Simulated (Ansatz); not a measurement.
Sr₂MoO₄:
Space group I4/mmm (No. 139); a = 3.896 Å, b = 3.896 Å, c = 12.917 Å, α = 90.00°, β = 90.00°, γ = 90.00°

| atom | site | symmetry | x | y | z |
|---|---|---|---|---|---|
| Sr | 4e | 4mm | 0.0000 | 0.0000 | 0.3512 |
| Mo | 2a | 4/mmm | 0.0000 | 0.0000 | 0.0000 |
| O | 4c | mmm. | 0.0000 | 0.5000 | 0.0000 |
| O | 4e | 4mm | 0.0000 | 0.0000 | 0.1632 |
(The calculation used a cell of 7 atoms; values per cell refer to that cell.)

This is the r²SCAN-relaxed structure.

All from DFT-r²SCAN in the program Ansatz with PAW potentials, unless another level is named. Predict the electronic character.

metallic (no gap).

And the formation energy from the elements (no fitted shifts)?

-2697 meV/atom.

What about the density of states at the Fermi level?

0.33 states/eV per atom (mean over ±0.08 eV).

The first step of the workflow began from a Materials Project structure, measured or hypothetical; the Crystallography Open Database copy checked does not list it. Whether it is the stable phase at ambient conditions was not checked. The cell was relaxed with r²SCAN under the symmetry of its start; its stability against distortions is not shown here. The run is not spin-polarised. No Hubbard U is applied. The references are the lowest solids computed at this level, not always the standard phases (solids in place of the gases). Spin–orbit coupling is left out wherever it is not named.

Potentials: the later of the program's two PAW sets.
